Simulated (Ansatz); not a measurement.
Re: frozen-core PAW against all-electron methods

```
CELL_PARAMETERS angstrom
1.39776 0.80700 6.69861
-1.39776 0.80700 6.69861
0.00000 -1.61400 6.69861
ATOMIC_POSITIONS crystal
Re 0.00000 0.00000 0.00000
Re 0.22217 0.22217 0.22217
Re 0.77783 0.77783 0.77783
```

Atoms are numbered in the order listed.

Structure from Materials Project entry mp-975065 (possibly hypothetical), not relaxed further. The listed cell was then made from it by scaling, straining or moving an atom.

Spin polarisation is left out, and whether a magnetic state lies lower isn't shown here.

Spin–orbit coupling is left out, though it moves levels of the heavy atoms by tenths of an eV or more.

All numbers are computed: DFT, PBEsol, PAW with Ansatz's default frozen-core files, scalar-relativistic (Ansatz 0.2.0); DFT, PBEsol, all-electron PAW with datasets made for the crystal, scalar-relativistic (Ansatz 0.2.0); DFT, PBEsol, all-electron LAPW, scalar-relativistic (Ansatz 0.2.0).

For PAW: a Γ-centred 15×15×15 k mesh, Fermi–Dirac smearing of 0.05 eV, cutoff 420 eV, no spin polarisation; the PAW files were made with PBE, and the program remakes their frozen cores for this functional. The crystal-made all-electron datasets (AE datasets) take a cutoff of 260 eV at this cell. LAPW targets a basis error of 0.5 meV/atom. The Ansatz runs share mesh, smearing and spin set-up. Plane-wave (PAW) pressures include the program's estimate of the Pulay term.

Stress and pressure are positive in compression.

The change that made this cell: equal xx and yy strain of +1 %.

No spin–orbit coupling: at heavy atoms the gradients can be off by tens of per cent for that reason.

In a metal, gradients converge slowly with the k mesh: the values move by tens of per cent from one mesh to another, at times in sign, so only the comparison on one mesh counts.

```json
{"quantity": "pressure (GPa)", "PAW": "-13.36", "AE datasets": "-13.24", "LAPW": "-13.24"}
{"quantity": "stress xx (GPa)", "PAW": "-14.39", "AE datasets": "-14.28", "LAPW": "-14.28"}
{"quantity": "stress zz (GPa)", "PAW": "-11.30", "AE datasets": "-11.17", "LAPW": "-11.17"}
{"quantity": "force on Re2, z (eV/Å)", "PAW": "0.012", "AE datasets": "0.013", "LAPW": "0.013"}
{"quantity": "largest principal field gradient Vzz at Re1 (10²¹ V/m²)", "PAW": "-9.78", "AE datasets": "-9.70", "LAPW": "–"}
{"quantity": "largest principal field gradient Vzz at Re2 (10²¹ V/m²)", "PAW": "-3.54", "AE datasets": "-3.47", "LAPW": "–"}
```

PAW's pressure differs from the LAPW value by -0.12 GPa.
